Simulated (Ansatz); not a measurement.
SiGe in space group Pmma (No. 51; Si on 2e, Ge on 2f), r²SCAN (plane waves, PAW; program Ansatz). The conduction-band minimum lies on the S–Y line, 5 % of the way from S, with 2 equivalent valleys. Second derivatives d²E/dk² of the lowest band at one valley (eV·Å²), along Cartesian directions:

```json
[
 {"direction": "[100]", "d²E/dk²": "25.21"},
 {"direction": "[010]", "d²E/dk²": "11.21"},
 {"direction": "[001]", "d²E/dk²": "17.96"},
 {"direction": "[110]", "d²E/dk²": "18.16"},
 {"direction": "[101]", "d²E/dk²": "21.43"},
 {"direction": "[011]", "d²E/dk²": "14.57"}
]
```

Task: Find the principal effective masses, the density-of-states mass and the conductivity mass.

Result: Off-diagonal terms follow from H_xy = H[110] − (H_xx + H_yy)/2, and m*/mₑ = 7.620 eV·Å² over each eigenvalue: 0.30, 0.42, 0.68. One valley's DOS mass (m₁m₂m₃)^(1/3) = 0.44, conductivity mass 3/(Σ 1/mᵢ) = 0.42 mₑ.

Task: What effective density of states Nc follows at 300 K for parabolic valleys?

Result: Nc = 2.509e19 × 2 × (0.44)^(3/2) ≈ 1.5e19 cm⁻³.

The start of the workflow was typed in or built on a structure type; neither database checked (COD, Materials Project) lists it. Whether it is the stable phase at ambient conditions was not checked. The r²SCAN relaxation kept the symmetry of its start; whether a distortion lowers the energy is not shown. Scalar-relativistic: spin–orbit coupling is off unless named, which matters more the heavier the elements.

Potentials: the later of the program's two PAW sets.

Edges and masses are those of Kohn–Sham bands, whose gap is no quasiparticle gap.
